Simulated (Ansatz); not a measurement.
ScAl$_{3}$ (Cu3Au type)

```yaml
crystal:
  lattice:
    - [4.10588, 0.00000, 0.00000]
    - [0.00000, 4.10588, 0.00000]
    - [0.00000, 0.00000, 4.10588]
  atoms:
    - { symbol: Al, position: [0.00000, 0.50000, 0.50000] }
    - { symbol: Al, position: [0.50000, 0.50000, 0.00000] }
    - { symbol: Al, position: [0.50000, 0.00000, 0.50000] }
    - { symbol: Sc, position: [0.00000, 0.00000, 0.00000] }
```

In this cell atom 2 (Al, nearest neighbour Al at 2.903 Å; its periodic images, 4.1 Å or more away, move with it) is moved by s along Cartesian z, unit vector (0.000, 0.000, 1.000); all other atoms and the cell stay fixed.

Calculation: PBE (plane waves to 420 eV, PAW, scalar-relativistic; Ansatz, a quantum-chemistry and plane-wave program). k mesh 9×9×9 (Γ-centred), Fermi-Dirac smearing 0.05 eV. Energies are smeared free energies. With partly filled bands, energies and forces of such displacements shift with the k mesh and the smearing. ScAl3 is run without spin polarisation. ScAl3 was relaxed with its symmetry unable to fall. ΔE is measured from the undisplaced structure. The last digit holds for this mesh only.

```json
[
 {"s (Å)": "-0.290", "ΔE (meV/cell)": "192.1"},
 {"s (Å)": "-0.232", "ΔE (meV/cell)": "122.1"},
 {"s (Å)": "-0.174", "ΔE (meV/cell)": "68.3"},
 {"s (Å)": "-0.116", "ΔE (meV/cell)": "withheld"},
 {"s (Å)": "-0.058", "ΔE (meV/cell)": "7.5"},
 {"s (Å)": "0.000", "ΔE (meV/cell)": "0.0"},
 {"s (Å)": "0.058", "ΔE (meV/cell)": "7.5"},
 {"s (Å)": "0.116", "ΔE (meV/cell)": "withheld"},
 {"s (Å)": "0.174", "ΔE (meV/cell)": "68.3"},
 {"s (Å)": "0.232", "ΔE (meV/cell)": "122.1"},
 {"s (Å)": "0.290", "ΔE (meV/cell)": "192.1"}
]
```

**Question.** Fit an even polynomial form (powers 2, 4) to the given rows and predict ΔE at s = -0.116.

**Answer.** Least squares on the 9 given rows: ΔE = (2240)·s² + (524.8)·s⁴, in meV/cell with s in Å; root-mean-square residual 0.02 meV/cell. At -0.116 the fit gives 30.2 meV/cell; the calculation gives 30.3 meV/cell, so the interpolation is off by -0.1 (-0.3 %). The quadratic term alone would give 30.1 meV/cell.

(A displaced cell: forces are minus the slopes of the energy, force constants its curvatures, and phonons follow from these.)
